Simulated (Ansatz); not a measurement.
**Calculated 14N nuclear quadrupole resonance for Si3N4**

Cell: a COD entry (perhaps calculated rather than measured), ions relaxed with PBE at fixed cell.

```cif
data_Si3N4
_symmetry_space_group_name_H-M 'P6_3/m'
_symmetry_Int_Tables_number 176
_cell_length_a 7.6044
_cell_length_b 7.6044
_cell_length_c 2.9063
_cell_angle_alpha 90.000
_cell_angle_beta 90.000
_cell_angle_gamma 120.000
loop_
_atom_site_label
_atom_site_type_symbol
_atom_site_symmetry_multiplicity
_atom_site_Wyckoff_symbol
_atom_site_fract_x
_atom_site_fract_y
_atom_site_fract_z
Si Si 6 h 0.7680 0.1741 0.2500
N7 N 6 h 0.0300 0.3299 0.2500
N13 N 2 d 0.6667 0.3333 0.2500
```

One atom of each set is listed.

The numbers come from a DFT calculation in Ansatz (PBE, plane waves and PAW (field gradients read without the response of the frozen cores, which leaves them typically 4 to 6 % off), scalar-relativistic, 420 eV cutoff, Γ-centred 4×4×10 k-points, Fermi–Dirac smearing 0.02 eV).

14N: I = 1, Q = 20.44 mb (year-2017 value). Static lattice, zero field.

(1) At which frequencies do the 14N NQR lines lie?

## Answers

(1) For I = 1 the lines are ν± = (3/4)|C_Q|(1 ± η/3) and ν₀ = |C_Q|η/2.

```json
{"site": "N7", "atoms": "6", "V_zz (10²¹ V/m²)": "-5.14", "C_Q (MHz)": "-2.54", "η": "0.07", "line frequencies (MHz)": "0.0865, 1.86, 1.95"}
{"site": "N13", "atoms": "2", "V_zz (10²¹ V/m²)": "-5.10", "C_Q (MHz)": "-2.52", "η": "0.00", "line frequencies (MHz)": "1.89"}
```

An axis of threefold or higher order runs through N13, so V_zz lies along it and η is zero. At N7 V_zz stands upright on the plane through its three neighbours (within 3°).

At this cell the PBE pressure is 6 GPa, so with PBE the cell would grow if it were relaxed.
